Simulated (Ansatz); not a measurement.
# Fe vacancy in Lu2Al3Fe

All numbers are calculated (PBEsol, collinear spin, no spin-orbit coupling; Ansatz, PAW set soft_2, 420 eV, k-mesh 3×3×3), not measured.

The relaxed host crystal (no gap at this level of theory):

```cif
data_structure
_symmetry_space_group_name_H-M 'P 1'
_symmetry_Int_Tables_number 1
_cell_length_a 5.2420
_cell_length_b 5.2420
_cell_length_c 5.2420
_cell_angle_alpha 61.669
_cell_angle_beta 61.669
_cell_angle_gamma 61.669
_cell_volume 105.66
loop_
_atom_site_label
_atom_site_type_symbol
_atom_site_fract_x
_atom_site_fract_y
_atom_site_fract_z
_atom_site_occupancy
Al1 Al 0.00000 0.50000 0.00000 1
Al2 Al 0.50000 0.00000 0.00000 1
Al3 Al 0.00000 0.00000 0.50000 1
Fe1 Fe 0.00000 0.00000 0.00000 1
Lu1 Lu 0.62644 0.62644 0.62644 1
Lu2 Lu 0.37356 0.37356 0.37356 1
```

Supercell of 24 atoms, rows of the matrix [[-1,1,1],[1,-1,1],[1,1,-1]] times the cell vectors; Fe vacancy at (0.000, 0.000, 0.000) in fractions of the cell above. Atoms are relaxed at the host's cell, from a start shaken by 0.05 Å near the defect. The cell loses 1 of its 4 Fe, so this is a heavily defective crystal.

**Question.** How does the lattice relax around the defect?

**Answer.** Distances from the empty Fe site (Å), by shell of the perfect crystal:

```csv
shell,perfect crystal,"relaxed, charge 0"
6 Al,2.62,2.66
6 Lu,3.14,3.21
```

```
charge  moment of the cell (μB)  gap of the cell on the mesh (eV)
     0                     4.29                              0.00
```

At charge 0 the unpaired electrons sit on atoms with moments (μB): 3 Fe of 1.63.

Formation energy of the neutral defect: 1.37 eV, taking atoms from and to the elements' standard states (no corrections for gases), so it belongs to those chemical potentials alone.

Caveats: small supercell, so energies and levels can be off by tenths of an eV; one random start near the defect, so other minima are possible.
